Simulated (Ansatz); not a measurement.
Relaxation of a generated cell, Ga built in the lonsdaleite structure type; 4 atoms in the cell, which starts as P6₃/mmc (No. 194), hP4; a = b = 3.7818 Å, c = 6.3076 Å, α = β = 90.00°, γ = 120.00°. The numbers are results of r2SCAN (plane waves to 500 eV, PAW, scalar-relativistic; Ansatz, a first-principles code), not measurements. Γ-centred k-mesh 10×10×5 on the run's cell (coarser than for final values), Fermi–Dirac smearing 0.05 eV. This is the first round of the run. 

The optimiser's lines from the output (shortened; P is positive under compression):

```
relax step   1: F+E_penalty+E_count = -15159.01062174 eV  Δ(F+E_penalty+E_count) = +0.000e0 eV  max|allowed force component| = 4.565e-1 eV/Å  Δτ_max = 0.0000 Å  P = +15.984 GPa  Ω = 78.126 Å³  (9 SCF iters, dr2 threshold 1.00e-7 eV, accepted)
relax step   2: F+E_penalty+E_count = -15159.66655828 eV  Δ(F+E_penalty+E_count) = -6.559e-1 eV  max|allowed force component| = 1.127e-2 eV/Å  Δτ_max = 0.0126 Å  P = +5.952 GPa  Ω = 87.273 Å³  (7 SCF iters, dr2 threshold 4.00e-7 eV, accepted)
relax step   3: F+E_penalty+E_count = -15159.91145696 eV  Δ(F+E_penalty+E_count) = -2.449e-1 eV  max|allowed force component| = 2.494e-1 eV/Å  Δτ_max = 0.0474 Å  P = +1.033 GPa  Ω = 94.069 Å³  (7 SCF iters, dr2 threshold 4.00e-7 eV, accepted)
relax step   4: F+E_penalty+E_count = -15160.10069254 eV  Δ(F+E_penalty+E_count) = -1.892e-1 eV  max|allowed force component| = 3.565e-1 eV/Å  Δτ_max = 0.0868 Å  P = -1.318 GPa  Ω = 96.744 Å³  (7 SCF iters, dr2 threshold 4.00e-7 eV, accepted)
relax step   5: F+E_penalty+E_count = -15160.27780325 eV  Δ(F+E_penalty+E_count) = -1.771e-1 eV  max|allowed force component| = 3.780e-1 eV/Å  Δτ_max = 0.0835 Å  P = -2.084 GPa  Ω = 95.679 Å³  (7 SCF iters, dr2 threshold 4.00e-7 eV, accepted)
relax step   6: F+E_penalty+E_count = -15160.36407495 eV  Δ(F+E_penalty+E_count) = -8.627e-2 eV  max|allowed force component| = 2.884e-1 eV/Å  Δτ_max = 0.0837 Å  P = -1.803 GPa  Ω = 93.963 Å³  (7 SCF iters, dr2 threshold 4.00e-7 eV, accepted)
relax step   7: F+E_penalty+E_count = -15160.42972657 eV  Δ(F+E_penalty+E_count) = -6.565e-2 eV  max|allowed force component| = 1.784e-1 eV/Å  Δτ_max = 0.0184 Å  P = -0.957 GPa  Ω = 91.616 Å³  (6 SCF iters, dr2 threshold 4.00e-7 eV, accepted)
relax step   8: F+E_penalty+E_count = -15160.45404201 eV  Δ(F+E_penalty+E_count) = -2.432e-2 eV  max|allowed force component| = 3.641e-3 eV/Å  Δτ_max = 0.0447 Å  P = +0.010 GPa  Ω = 89.631 Å³  (7 SCF iters, dr2 threshold 4.00e-7 eV, accepted)
relax step   9: F+E_penalty+E_count = -15160.45407226 eV  Δ(F+E_penalty+E_count) = -3.026e-5 eV  max|allowed force component| = 1.380e-4 eV/Å  Δτ_max = 0.0010 Å  P = -0.003 GPa  Ω = 89.654 Å³  (4 SCF iters, dr2 threshold 2.21e-8 eV, accepted)
relax step  10: F+E_penalty+E_count = -15160.46336057 eV  Δ(F+E_penalty+E_count) = -9.288e-3 eV  max|allowed force component| = 1.716e-4 eV/Å  Δτ_max = 0.0000 Å  P = +0.003 GPa  Ω = 89.654 Å³  stress off target by 2.53e-2 GPa  SCF on the basis re-selected at this cell (its energy is not comparable with the rows above)  (8 SCF iters)
relax step  11: F+E_penalty+E_count = -15160.46336014 eV  Δ(F+E_penalty+E_count) = +4.334e-7 eV  max|allowed force component| = 2.309e-6 eV/Å  Δτ_max = 0.0000 Å  P = -0.001 GPa  Ω = 89.660 Å³  (4 SCF iters, dr2 threshold 1.61e-9 eV, accepted)
relax step  12: F+E_penalty+E_count = -15160.46336359 eV  Δ(F+E_penalty+E_count) = -3.457e-6 eV  max|allowed force component| = 3.988e-6 eV/Å  Δτ_max = 0.0000 Å  P = -0.001 GPa  Ω = 89.660 Å³  stress off target by 8.32e-4 GPa  SCF on the basis re-selected at this cell (its energy is not comparable with the rows above)  (4 SCF iters)
```

From the first to the last row the energy changes by -0.36 eV/atom and the volume by +14.8 %. The last row is marked as not comparable with the walk above it, whose basis was carried along; it does compare with step 1, since both stand on a basis selected at the nominal cutoff for their own cell.

Later rounds, restarted from the end of this one on a renewed k-mesh, logged 8 more steps. The final structure after all rounds: P6/mmm (No. 191), hP2; a = 4.3593 Å, b = 4.3593 Å, c = 2.7228 Å, α = 90.00°, β = 90.00°, γ = 120.00°. Between re-selections the logged energies stand on a plane-wave basis carried along with the cell. No spin polarisation in the result.

The run could not lower the symmetry of its start; a shaken copy of this end point relaxes with r2SCAN to Immm (No. 71), 0.13 eV/atom lower.

The relaxed structure here is a generated cell of Ga: the first start was made by placing the elements on the sites of a structure type, and the end was not matched to a known phase here, so it may be hypothetical. Known forms of Ga include space group No. 64.
